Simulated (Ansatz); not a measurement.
# CdSe (zinc blende), scan of one atom of the cell

CdSe (zinc blende)

```yaml
crystal:
  lattice:
    - [0.00000, 3.09814, 3.09814]
    - [3.09814, 0.00000, 3.09814]
    - [3.09814, 3.09814, 0.00000]
  atoms:
    - { symbol: Se, position: [0.75000, 0.75000, 0.75000] }
    - { symbol: Cd, position: [0.00000, 0.00000, 0.00000] }
```

Scan: atom 2 (Cd, nearest neighbour Se at 2.683 Å; its periodic images, 4.4 Å or more away, move with it) is displaced along Cartesian x, direction (1.000, 0.000, 0.000) in Cartesian axes, by s. The other atoms stay.

Computed with PBE (plane waves to 420 eV, PAW, scalar-relativistic; Ansatz, an electronic-structure program). k mesh 8×8×8 (Γ-centred), Fermi-Dirac smearing 0.05 eV. The energy includes the smearing's −TS. Compression counts positive. F∥ is the force on the atom along that direction. CdSe was relaxed with its symmetry unable to fall. ΔE is measured from the undisplaced structure.

| s (Å) | ΔE (eV/cell) | F∥ (eV/Å) | P (GPa) |
|---|---|---|---|
| -0.540 | 0.549 | 1.887 | 4.43 |
| -0.432 | 0.361 | 1.592 | 2.93 |
| -0.324 | 0.207 | 1.245 | 1.69 |
| -0.216 | 0.094 | 0.856 | 0.76 |
| -0.108 | 0.024 | 0.436 | 0.19 |
| 0.000 | 0.000 | 0.000 | -0.01 |
| 0.108 | 0.024 | -0.436 | 0.19 |
| 0.216 | 0.094 | -0.856 | 0.76 |
| 0.324 | 0.207 | -1.245 | 1.69 |
| 0.432 | 0.361 | -1.592 | 2.93 |
| 0.540 | 0.549 | -1.887 | 4.43 |

What the scan shows:

The energy at s = 0.540 Å is 549 meV/cell and the force along the line at s = -0.540 Å is 1.89 eV/Å. The force constant k = d²E/ds² at s = 0 (finite differences) is 4.07 eV/Å² and the zone-centre optical wavenumber from k (transverse: no LO-TO term) comes out as 154 cm⁻¹. Symmetry of the curve: even: the same for both signs. Shape of the curve: a single well with its minimum at or next to zero displacement. Harmonic estimate at the end of the scan: ½ks² = 593 meV/cell against the computed 549 meV/cell, so the well is softer than harmonic there.

(A displaced cell: forces are minus the slopes of the energy, force constants its curvatures, and phonons follow from these.)
